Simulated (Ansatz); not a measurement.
Consider the following.

CsV$_{2}$O$_{5}$:
```cif
data_Cs2O10V4
_chemical_formula_sum 'V4 O10 Cs2'
_space_group_name_H-M_alt 'P 1'
_space_group_IT_number 1
_cell_length_a 3.73610
_cell_length_b 10.91819
_cell_length_c 6.54517
_cell_angle_alpha 90.000
_cell_angle_beta 90.000
_cell_angle_gamma 90.000
loop_
_space_group_symop_operation_xyz
  'x, y, z'
loop_
_atom_site_label
_atom_site_type_symbol
_atom_site_fract_x
_atom_site_fract_y
_atom_site_fract_z
_atom_site_occupancy
V1 V 0.00000 0.15591 0.90427 1
V2 V 0.00000 0.84409 0.90427 1
V3 V 0.50000 0.34409 0.09573 1
V4 V 0.50000 0.65591 0.09573 1
O1 O 0.00000 0.00000 0.99663 1
O2 O 0.50000 0.50000 0.00337 1
O3 O 0.00000 0.15729 0.65689 1
O4 O 0.00000 0.84271 0.65689 1
O5 O 0.50000 0.34271 0.34311 1
O6 O 0.50000 0.65729 0.34311 1
O7 O 0.50000 0.18036 0.98280 1
O8 O 0.50000 0.81964 0.98280 1
O9 O 0.00000 0.31964 0.01720 1
O10 O 0.00000 0.68036 0.01720 1
Cs1 Cs 0.00000 0.50000 0.60462 1
Cs2 Cs 0.50000 0.00000 0.39538 1
```
The run is spin-polarised.

This is the PBE+D3(BJ)-relaxed structure.

All from DFT-PBE+D3(BJ) in the program Ansatz with PAW potentials, unless another level is named. Predict the net moment.

0.12 μB per atom.

And the Bader charges?

V +2.10, O -1.14 to -0.88, Cs +0.89 e.

Space group Pmmn. A made-up cell: these elements were put on the sites of a structure type; neither database checked (COD, Materials Project) lists it. COD files the formula under space group No. 14. Whether it is the stable phase at ambient conditions was not checked. The PBE+D3(BJ) relaxation kept the symmetry of its start; whether a distortion lowers the energy is not shown. Spin order of the final state: ferromagnetic, chosen from 3 collinear starts compared on coarse meshes (ties went to the first, and starts can fall back to one state), not a proven ground state. No Hubbard U is applied. Spin–orbit coupling is left out wherever it is not named.

Potentials: the later of the program's two PAW sets.
